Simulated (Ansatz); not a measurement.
Al₂O₃:
```xyz
10
Lattice="2.3795 1.3738 4.3318 -2.3795 1.3738 4.3318 0.0000 -2.7476 4.3318" Properties=species:S:1:pos:R:3 pbc="T T T"
Al     0.0000     0.0000     4.5733
Al     0.0000     0.0000     1.9245
Al     0.0000     0.0000     8.4222
Al     0.0000     0.0000    11.0710
O     -0.9215     1.3738     7.5807
O     -0.7290    -1.4850     7.5807
O      1.6505     0.1112     7.5807
O      0.9215    -1.3738     5.4148
O      0.7290     1.4850     5.4148
O     -1.6505    -0.1112     5.4148
```

Relaxed with r²SCAN.

Problem. Give the Bader charges and basin volumes of the independent atoms, r²SCAN (plane waves, PAW; program Ansatz).

Solution. 

| atom | Bader charge (e) | Bader volume (Å³) |
|---|---|---|
| Al1 | +2.59 | 3.2 |
| O5 | -1.73 | 12.1 |

Space group R-3c (corundum). The r²SCAN relaxation kept the symmetry of its start.

Potentials: the later of the program's two PAW sets.
